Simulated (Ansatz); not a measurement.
The elements of this relaxed trial crystal are hidden behind letters.

```
lattice vectors (Å)
   3.0518    0.0000    0.0000
  -1.5259    2.6429    0.0000
   0.0000    0.0000    6.9231
fractional positions
X 0.0000 0.0000 0.0000
Z 0.0000 0.0000 0.5000
Q 0.3333 0.6667 0.2646
Q 0.3333 0.6667 0.7354
Q 0.6667 0.3333 0.2646
Q 0.6667 0.3333 0.7354
```

The calculation used DFT PBE, scalar-relativistic, plane waves, PAW (Ansatz 0.2.0). Settings of the last relaxation (6-atom cell): 420 eV, 12×12×6 k points, Gaussian smearing of 0.10 eV, no spin polarisation.

* Space group: P6/mmm (No. 191)
* Conventional cell: a = 3.052 Å, c = 6.923 Å
* Volume per atom: 9.31 Å³
* Density: 7.40 g/cm³
* Energy over the elements: −0.44 eV/atom
* Gap on the 12×12×6 mesh of the 6-atom cell: 0 eV (a metal)

Energies are uncorrected and count from the elements' standard states at the same level.

Task: X is a d-block element of period 6, Z is a p-block element of period 3 and Q is a p-block element of period 2. Which elements are they?

Result: X = Hf, Z = Al, Q = B, so the formula is HfAlB4. Density times volume gives a mean mass of 7.40 × 9.31/1.6605 = 41.5 u per atom, and this set has 41.5 u. Hf has 12 B at 2.54 Å and 6 Hf at 3.05 Å; Al has 12 B at 2.40 Å; B has 3 B at 1.76 Å, 3 Al at 2.40 Å and 3 Hf at 2.54 Å. Other sets within the hints have nearly the same mass, so mass alone doesn't settle it; this one was computed.

These runs have no spin–orbit coupling, which can matter for Hf. The cell is a metal run without spin; a magnetic state may lie lower. Symmetry constrained the relaxation, so the result can be a saddle point.
